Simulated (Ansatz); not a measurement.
Structure search: one LaScF2 candidate

Computed with DFT PBE, scalar-relativistic, plane waves, PAW in Ansatz. Cutoff 420 eV, Gaussian smearing, Γ-centred meshes. Cell and atoms relax first on a coarse mesh and then on a finer one. In between, the cell is made exact in the group found at 0.06 Å. In metals the finer mesh still leaves noise of several meV/atom or more. The steps can't lower the symmetry of their start. Collinear spin is switched on along the way, since trial moments persisted in a coarse test.

The guess for LaScF2 was made by a generator: random cell by space group and Wyckoff sites (Fd-3m, No. 227). Its size is a rough estimate.

```xyz
8
Lattice="0.0000 4.1063 4.1063 4.1063 0.0000 4.1063 4.1063 4.1063 0.0000" Properties=species:S:1:pos:R:3 pbc="T T T"
La    6.1594    6.1594    6.1594
La    4.1063    4.1063    4.1063
Sc    0.0000    0.0000    0.0000
Sc    2.0531    2.0531    2.0531
F     1.0266    1.0266    1.0266
F     3.0797    3.0797    1.0266
F     3.0797    1.0266    3.0797
F     1.0266    3.0797    3.0797
```

The zero of energy is the elements' standard structures at the same level (F₂ as a molecule); no fitted shifts are applied.

Task: Which structure results?

Result: The symmetry stays Fd-3m (No. 227). The volume per atom grows by 49.4 %, from 17.3 to 25.9 Å³. The shortest distance goes from 1.78 Å (Sc–F) to 2.03 Å (Sc–F). The energy falls by about 0.72 eV/atom (the start's value is from the coarse mesh). Conventional cell: a = 9.387 Å. La has 12 F at 3.89 Å, 4 La at 4.06 Å and 4 Sc at 4.06 Å; Sc has 4 F at 2.03 Å, 4 La at 4.06 Å and 4 Sc at 4.06 Å; F is surrounded by 2 Sc at 2.03 Å, 6 F at 3.32 Å and 6 La at 3.89 Å.

Space group Fd-3m:1 (No. 227). a = 9.387 Å, b = 9.387 Å, c = 9.387 Å, α = 90.00°, β = 90.00°, γ = 90.00°
| atom | site | symmetry | x | y | z |
| --- | --- | --- | --- | --- | --- |
| La | 8a | -43m | 0.2500 | 0.2500 | 0.2500 |
| Sc | 8b | -43m | 0.0000 | 0.0000 | 0.5000 |
| F | 16d | .-3m | 0.1250 | 0.6250 | 0.1250 |

Task: Give its energy and gap.

Result:

| Quantity | Value |
| --- | --- |
| Formation energy | −1.83 eV/atom |
| Gap on the 8×8×8 mesh of the 8-atom cell | 0 eV (a metal) |
| Net moment per atom | 0.73 μB |
| Moment by site | La 1.2 (×2); Sc 0.3 (×2) μB |

The last run used collinear spin and Gaussian smearing of 0.10 eV. The magnetic state reached may not be the lowest. A structure relaxed within its symmetry needn't be a true minimum. Another cell of LaScF2 relaxed alike but without spin, in P6/mmm, lies 0.44 eV/atom lower, so this cell isn't the stable form at this level. Site moments count only spheres around the atoms; the net moment includes the space between them.
